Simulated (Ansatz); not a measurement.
Space group P3m1 (No. 156). a = 4.690 Å, b = 4.690 Å, c = 11.473 Å, α = 90.00°, β = 90.00°, γ = 120.00°
```json
{"atom": "Cd", "site": "1a", "symmetry": "3m.", "x": "0.0000", "y": "0.0000", "z": "0.0006"}
{"atom": "Cd", "site": "1c", "symmetry": "3m.", "x": "0.6667", "y": "0.3333", "z": "0.3334"}
{"atom": "Hg", "site": "1b", "symmetry": "3m.", "x": "0.3333", "y": "0.6667", "z": "0.6667"}
{"atom": "Te", "site": "1a", "symmetry": "3m.", "x": "0.0000", "y": "0.0000", "z": "0.7507"}
{"atom": "Te", "site": "1b", "symmetry": "3m.", "x": "0.3333", "y": "0.6667", "z": "0.4156"}
{"atom": "Te", "site": "1c", "symmetry": "3m.", "x": "0.6667", "y": "0.3333", "z": "0.0831"}
```

Equation of state of this Cd2HgTe3 structure (not necessarily the ground state), with shape and atoms relaxed at each volume where symmetry leaves them free. Theory: DFT PBE, scalar-relativistic, plane waves, PAW (Ansatz 0.2.0).

Cutoff 420 eV; k points 12×12×4 on the computed 6-atom cell (Γ-centred); Gaussian smearing, width 0.10 eV; no spin polarisation.

```
V (Å³/atom)  E − E(largest V) (meV/atom)  P (GPa)  gap on mesh (eV)
     32.055                        40.14     6.07              0.28
     33.148                         5.60     4.12              0.19
     34.241                       -16.78     2.50              0.11
     35.334                       -29.03     1.14              0.00
     36.427                       -32.77     0.00              0.00
     37.519                       -29.40    -0.96              0.00
     38.612                       -20.06    -1.76              0.00
     40.069                         0.00    -2.62              0.00
```

Fit a third-order Birch–Murnaghan equation, E = E0 + (9V0B0/16)·[(x − 1)³B0' + (x − 1)²(6 − 4x)] with x = (V0/V)^(2/3), to E(V).

V0 = 36.42 Å³/atom, B0 = 35 GPa, B0' = 4.9.

Spin-orbit coupling is left out, which matters for the bands of heavy elements.

The cell was found from a structure generator's guess, not taken from experiment.
